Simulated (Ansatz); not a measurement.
## ZnBi₃: distorted cells

Theory: Ansatz, DFT PBEsol, scalar-relativistic, plane waves, PAW.

Cutoff 420 eV; k points 10×10×10 on the computed 4-atom cell (Γ-centred); Gaussian smearing, width 0.10 eV; no spin polarisation.

Reference cell:

```
Zn Bi
1.0
     4.87316    0.00000    0.00000
     0.00000    4.87316    0.00000
     0.00000    0.00000    4.87316
Zn Bi
1 3
Direct
  0.00000 0.00000 0.00000
  0.00000 0.50000 0.50000
  0.50000 0.00000 0.50000
  0.50000 0.50000 0.00000
```

Each variant moves atoms of this cell by the vectors given, if any (Å), and then applies a symmetric strain (tensor components, Cartesian axes). The reference cell isn't relaxed at this level. Energies are per atom at zero smearing, counted from the lowest variant. Pressure is positive in compression.

1. strain (xx yy zz yz xz xy, %) -1.12 -1.12 -1.12 0.00 0.00 0.00
2. strain (xx yy zz yz xz xy, %) 2.52 2.52 2.52 0.00 0.00 0.00
3. strain (xx yy zz yz xz xy, %) 0.19 0.19 0.19 0.00 0.00 0.00

```tsv
result	ΔE (meV/atom)	P (GPa)
A	14.2	-2.92
B	0.0	-1.04
C	69.7	-5.43
```

Question: Which variant gave which result?

Answer: A is 3, B is 1, C is 2. The pressure falls as the cell grows: from the smallest volume to the largest the variants are 1, 3, 2.

Spin–orbit coupling is left out, which can shift energies with elements as heavy as these.